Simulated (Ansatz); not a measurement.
**ScF3: stiffness from a series of strains**

```yaml
crystal:
  lattice:
    - [4.01245, 0.00000, 0.00000]
    - [0.00000, 4.01245, 0.00000]
    - [0.00000, 0.00000, 4.01245]
  atoms:
    - { symbol: Sc, position: [0.00000, 0.00000, 0.00000] }
    - { symbol: F, position: [0.50000, 0.00000, 0.00000] }
    - { symbol: F, position: [0.00000, 0.50000, 0.00000] }
    - { symbol: F, position: [0.00000, 0.00000, 0.50000] }
```

Atom numbers follow the list: Sc1, F2, F3, F4.

The geometry is COD entry 4127282, unchecked; take it as a test cell.

These are results of Ansatz 0.2.0, DFT, LDA, all-electron LAPW, scalar-relativistic, not measurements.

Numerical set-up: a Γ-centred 6×6×6 k mesh, Fermi–Dirac smearing of 0.02 eV, basis error target 1 meV/atom, no spin polarisation.

The strain is applied along the Cartesian axes of the cell as listed (the other components stay zero). Fractional coordinates are held (clamped ions).

σ is the change of stress from the unstrained cell, which is at -2.92 GPa; tension is positive, so slopes are stress–strain coefficients at that pressure.

Only quantities that a quadratic follows smoothly over the whole series are listed; rougher ones are left out.

```csv
εzz,σzz (GPa),σxx (GPa)
-0.0200,-5.57,-0.32
-0.0100,-2.64,-0.16
0.0000,0.00,0.00
0.0200,4.50,0.29
```

Problem. Fit the series and read off the stiffness at zero strain.

Solution. Least-squares fits y = p0 + p1 x + p2 x² to the rows give σzz (GPa): p1 = 252, p2 = -1300; σxx (GPa): p1 = 15.3, p2 = -34. So C11 = 252 GPa and C12 = 15 GPa, which gives B = (C11 + 2 C12)/3 = 94 GPa.

Problem. One run, at εzz = 0.0100, is withheld. Predict its row.

Solution. The fits give 2.39, 0.15; the run gave 2.37, 0.15.
